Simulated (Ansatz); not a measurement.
## Convergence notes, G0W0 on PbSe (Fm-3m)

A 2-atom cell of PbSe (Fm-3m) from a materials database, relaxed with r2SCAN+rVV10; one-shot G0W0 in Ansatz without spin-orbit coupling. Calculated for a static, non-magnetic cell.

```
CELL_PARAMETERS angstrom
0.00000 3.06969 3.06969
3.06969 0.00000 3.06969
3.06969 3.06969 0.00000
ATOMIC_POSITIONS crystal
Pb 0.00000 0.00000 0.00000
Se 0.50000 0.50000 0.50000
```

Gaps are read over the mesh points alone. G0W0 here is at a finite number of bands, screening cutoff and k mesh, not at the basis limit.
```json
{"start": "PBE", "potentials": "PAW", "frequency model": "contour deformation", "mesh": "6×6×6", "empty bands": "172", "screening cutoff (eV)": "120", "Kohn-Sham gap (eV)": "0.32", "G0W0 gap (eV)": "0.50"}
{"start": "PBE", "potentials": "PAW", "frequency model": "contour deformation", "mesh": "6×6×6", "empty bands": "428", "screening cutoff (eV)": "220", "Kohn-Sham gap (eV)": "0.32", "G0W0 gap (eV)": "0.75"}
{"start": "PBE", "potentials": "PAW", "frequency model": "contour deformation", "mesh": "6×6×6", "empty bands": "787", "screening cutoff (eV)": "300", "Kohn-Sham gap (eV)": "0.32", "G0W0 gap (eV)": "0.79"}
{"start": "HSE06", "potentials": "PAW", "frequency model": "contour deformation", "mesh": "6×6×6", "empty bands": "428", "screening cutoff (eV)": "220", "Kohn-Sham gap (eV)": "0.72", "G0W0 gap (eV)": "0.88"}
{"start": "r2SCAN", "potentials": "PAW", "frequency model": "contour deformation", "mesh": "6×6×6", "empty bands": "428", "screening cutoff (eV)": "220", "Kohn-Sham gap (eV)": "0.60", "G0W0 gap (eV)": "0.81"}
{"start": "PBE0", "potentials": "PAW", "frequency model": "contour deformation", "mesh": "6×6×6", "empty bands": "428", "screening cutoff (eV)": "220", "Kohn-Sham gap (eV)": "1.27", "G0W0 gap (eV)": "1.04"}
{"start": "PBE", "potentials": "PAW", "frequency model": "Godby-Needs pole", "mesh": "6×6×6", "empty bands": "428", "screening cutoff (eV)": "220", "Kohn-Sham gap (eV)": "0.32", "G0W0 gap (eV)": "0.59"}
{"start": "PBE", "potentials": "PAW", "frequency model": "contour deformation", "mesh": "8×8×8", "empty bands": "93", "screening cutoff (eV)": "80", "Kohn-Sham gap (eV)": "0.32", "G0W0 gap (eV)": "0.47"}
{"start": "PBE", "potentials": "norm-conserving", "frequency model": "contour deformation", "mesh": "6×6×6", "empty bands": "428", "screening cutoff (eV)": "220", "Kohn-Sham gap (eV)": "0.32", "G0W0 gap (eV)": "0.69"}
```

Over the mesh points the PBE gap of 0.32 eV becomes a quasiparticle gap of 0.79 eV (direct at L), a change of +0.47 eV. Renormalisation factors Z lie between 0.66 and 0.75.

Raising bands and cutoff together moves the gap by +0.25 eV (120 to 220 eV), then +0.04 eV (220 to 300 eV); the last step is still large, so the basis limit isn't reached. Starting from HSE06 (0.72 eV against PBE's 0.32 eV) gives 0.88 eV, +0.13 eV from G0W0@PBE at the same screening cutoff. Starting from r2SCAN (0.60 eV against PBE's 0.32 eV) gives 0.81 eV, +0.06 eV from G0W0@PBE at the same screening cutoff. Starting from PBE0 (1.27 eV against PBE's 0.32 eV) gives 1.04 eV, +0.29 eV from G0W0@PBE at the same screening cutoff. The Godby-Needs plasmon pole differs from contour deformation by -0.16 eV. Norm-conserving potentials (wave cutoff 1170 eV against 420 eV) shift the quasiparticle gap by -0.06 eV and the PBE gap by 0.00 eV. On these meshes the dielectric constant comes out too large, which adds an error that these runs don't bound. r2SCAN runs take a wave cutoff of 500 eV.

The program warns that the k mesh is coarse for exact exchange in some of these runs, so their gaps aren't converged.
